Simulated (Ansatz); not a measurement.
**Structure map: energy, volume and gap of polymorphs**

A comparison from first-principles data. Relaxing one composition in several structure types shows which are competitive, which pressure would favour, and how volume and gap change with structure.

VGe2, MoSi2 or CaC2 type serves as the reference. The reference is the lowest phase computed, which need not be the stable form in nature.

### Data

Levels of theory (Ansatz, a plane-wave PAW program): energy: PBE, total energy at 0 K with the change to a 700 eV cutoff added (comparable within one formula alone); volume per atom: PBE, relaxed cell; gap: PBE; bulk modulus: PBE, equation-of-state fit.

Working rules: ΔE = E − E_ref; ΔV = V − V_ref; temperature scale ΔE/k_B = 11.605 K/meV × ΔE.

| crystal | E (eV/atom) | V (Å³/atom) | gap (eV) | B₀ (GPa) | ΔE (meV/atom) | ΔV (Å³/atom) | ΔE/k_B (K) |
|---|---|---|---|---|---|---|---|
| VGe2, Al2Cu type, I4/mcm | −3834.234 | 15.97 | 0.00 | 119 | 21.0 | 1.10 | 240 |
| VGe2, fluorite or antifluorite type | −3833.870 | 18.47 | 0.00 | 82.9 | 385.0 | 3.60 | 4500 |
| VGe2, MoSi2 or CaC2 type, reference | −3834.255 | 14.87 | 0.00 | 130 | 0.0 | 0.00 | 0 |
| VGe2, AlB2 type, P6/mmm | −3833.891 | 15.69 | 0.00 | 107 | 364.0 | 0.82 | 4200 |

Model phases, started by placing the elements on a structure type or from a typed cell, with no claim that they are known: VGe2, Al2Cu type, I4/mcm; VGe2, fluorite or antifluorite type; VGe2, MoSi2 or CaC2 type; VGe2, AlB2 type, P6/mmm. Magnetic states: VGe2, fluorite or antifluorite type ferromagnetic, the lowest of the collinear orders tried. Run without spin polarisation: VGe2, Al2Cu type, I4/mcm, VGe2, MoSi2 or CaC2 type, VGe2, AlB2 type, P6/mmm. No gap (0.00) means none at this level, which can close a small real gap. Spin–orbit coupling is left out unless named.

### Worked example

For VGe2, Al2Cu type, I4/mcm, step by step:

- ΔE = 1000 × (−3834.234 − (−3834.255)) = 21.0 meV/atom
- ΔV = 15.97 − 14.87 = 1.10 Å³/atom
- ΔE/k_B: 11.605 × 21.0 = 240 K

### Result

By ΔE (lowest first): VGe2, MoSi2 or CaC2 type (0.0 ± 5.0), VGe2, Al2Cu type, I4/mcm (21.0 ± 5.0), VGe2, AlB2 type, P6/mmm (364.0 ± 5.0), VGe2, fluorite or antifluorite type (385.0 ± 5.0). The ± follows from allowances picked for this note (energy 0.004 eV/atom, 3 meV/atom on the figure itself), carried to first order and added in quadrature, each row's own inputs moving alone; ≈ joins neighbours closer than their two ± added in quadrature.

Wanted are low ΔE and low volume per atom; no other row betters these on both counts: VGe2, MoSi2 or CaC2 type (0.0, 14.87). The reference is on the front.

No row is clearly denser than the reference, so pressure favours none of them.

### Caveats

Vibrational free energy is left out, and phases that were not computed could lie lower. Rows are a sample of the computed phases of this formula. Limits of the draw: a spread of over 30 meV/atom, none over 0.9 eV/atom above the reference, within 8 meV/atom of the lowest or within 3 meV/atom of a neighbour. As a rule kept out of such tables: 4f compounds, open-shell compounds run without a Hubbard term, cells found unstable in the tests at hand, cells close to a higher symmetry, and runs set to a pressure or over 12 % in volume from the crystal's fullest run.
